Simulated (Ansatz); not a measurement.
Method: DFT PBEsol, scalar-relativistic, plane waves, PAW in Ansatz.

Structure of Bi$_{2}$Se$_{3}$:

```yaml
crystal:
  lattice:
    - [2.06517, 1.19233, 9.53991]
    - [-2.06517, 1.19233, 9.53991]
    - [0.00000, -2.38465, 9.53991]
  atoms:
    - { symbol: Bi, position: [0.40026, 0.40026, 0.40026] }
    - { symbol: Bi, position: [0.59974, 0.59974, 0.59974] }
    - { symbol: Se, position: [0.00000, 0.00000, 0.00000] }
    - { symbol: Se, position: [0.21164, 0.21164, 0.21164] }
    - { symbol: Se, position: [0.78836, 0.78836, 0.78836] }
```

Settings: cutoff 420 eV, Γ-centred mesh 12×12×12 on the computed 5-atom cell, Gaussian smearing of 0.01 eV; no spin polarisation.

Levels along Γ–T–H2 | H0–L–Γ–S0 | S2–F–Γ, in eV from a zero inside the gap, sorted by energy at each point. Points in fractions of the primitive reciprocal vectors: Γ (0.000 0.000 0.000), T (0.500 0.500 0.500), H2 (0.823 0.177 0.500), H0 (0.500 -0.177 0.177), L (0.500 0.000 0.000), S0 (0.339 -0.339 0.000), S2 (0.661 0.000 0.339), F (0.500 0.000 0.500).
```tsv
point	k (1/Å, with 2π)	band 36	band 37	band 38	band 39	band 40	band 41	band 42
Γ	0.000	-1.91	-1.29	-1.29	-0.06	0.06	1.27	1.27
-	0.047	-1.90	-1.30	-1.30	-0.13	0.13	1.28	1.28
-	0.094	-1.86	-1.32	-1.32	-0.24	0.23	1.32	1.32
-	0.141	-1.82	-1.35	-1.35	-0.34	0.33	1.37	1.37
-	0.188	-1.77	-1.39	-1.39	-0.44	0.42	1.44	1.44
-	0.235	-1.70	-1.44	-1.44	-0.52	0.49	1.51	1.51
-	0.282	-1.64	-1.48	-1.48	-0.57	0.54	1.56	1.56
T	0.329	-1.62	-1.49	-1.49	-0.59	0.55	1.58	1.58
-	0.470	-1.55	-1.54	-0.84	-0.38	0.70	1.04	1.58
-	0.610	-1.75	-1.69	-0.92	-0.66	1.22	1.35	1.85
-	0.750	-1.99	-1.77	-1.18	-1.00	1.60	2.07	2.19
-	0.891	-1.83	-1.69	-1.32	-1.10	1.88	2.09	2.32
-	1.031	-2.07	-1.56	-1.28	-0.90	1.62	1.96	2.28
-	1.171	-2.42	-1.76	-1.11	-0.69	1.34	1.86	2.54
H2	1.312	-2.76	-2.01	-1.17	-0.80	1.50	2.10	2.75
H0	1.312	-2.76	-2.01	-1.17	-0.80	1.50	2.10	2.75
-	1.389	-2.92	-2.15	-1.27	-1.02	1.77	2.31	2.84
-	1.466	-2.73	-2.29	-1.39	-1.32	2.08	2.47	2.91
-	1.543	-2.49	-2.34	-1.65	-1.44	2.23	2.50	3.01
-	1.620	-2.56	-2.21	-1.95	-1.31	1.93	2.35	3.04
-	1.697	-2.56	-2.23	-1.87	-1.02	1.40	2.10	3.02
-	1.774	-2.88	-2.27	-1.51	-0.75	0.91	1.87	2.93
L	1.851	-3.08	-2.29	-1.33	-0.64	0.70	1.78	2.86
-	1.977	-3.01	-2.11	-1.32	-0.65	0.74	1.81	2.72
-	2.103	-2.68	-1.72	-1.32	-0.66	0.85	1.90	2.36
-	2.230	-2.23	-1.34	-1.33	-0.63	0.99	2.00	2.02
-	2.356	-1.70	-1.36	-1.22	-0.63	1.19	1.71	2.07
-	2.483	-1.44	-1.40	-1.07	-0.85	1.15	1.71	1.85
-	2.609	-1.62	-1.43	-1.41	-0.40	0.53	1.46	1.46
Γ	2.736	-1.91	-1.29	-1.29	-0.06	0.06	1.27	1.27
-	2.883	-1.56	-1.38	-1.35	-0.41	0.57	1.48	1.54
-	3.030	-2.13	-1.08	-0.74	-0.65	0.96	1.46	1.72
-	3.177	-2.46	-1.08	-0.69	-0.60	1.08	1.39	1.91
-	3.324	-2.90	-1.41	-1.04	-0.69	1.38	1.74	2.20
-	3.471	-3.09	-1.92	-1.52	-0.70	1.61	2.23	2.67
-	3.619	-2.84	-2.30	-1.68	-0.75	1.65	2.57	2.99
S0	3.766	-3.12	-1.86	-1.34	-0.78	1.50	2.40	2.48
S2	3.766	-3.12	-1.86	-1.34	-0.78	1.50	2.40	2.48
-	3.836	-3.22	-1.59	-1.12	-0.75	1.39	2.02	2.34
-	3.906	-3.29	-1.41	-0.94	-0.67	1.27	1.66	2.20
-	3.976	-3.28	-1.34	-0.86	-0.60	1.18	1.44	2.08
-	4.046	-3.08	-1.36	-0.93	-0.70	1.15	1.48	1.98
-	4.117	-2.73	-1.48	-1.16	-0.93	1.17	1.76	1.90
-	4.187	-2.33	-1.76	-1.48	-1.07	1.19	1.85	2.16
F	4.257	-2.02	-1.99	-1.76	-1.11	1.20	1.83	2.46
-	4.386	-2.08	-1.93	-1.74	-1.30	1.35	2.04	2.45
-	4.516	-2.30	-1.80	-1.68	-1.46	1.49	2.40	2.61
-	4.645	-2.29	-1.60	-1.58	-1.30	1.53	2.28	2.47
-	4.774	-1.87	-1.52	-1.23	-0.90	1.41	1.80	2.05
-	4.904	-1.73	-1.45	-0.82	-0.74	1.03	1.50	1.72
-	5.033	-1.74	-1.36	-1.31	-0.35	0.48	1.40	1.46
Γ	5.162	-1.91	-1.29	-1.29	-0.06	0.06	1.27	1.27
```

Spin-orbit coupling is left out, which matters for the bands of heavy elements.

Cost: 1 run of about 4.3 core-minutes, on Arm Neoverse V2 (shared hosts).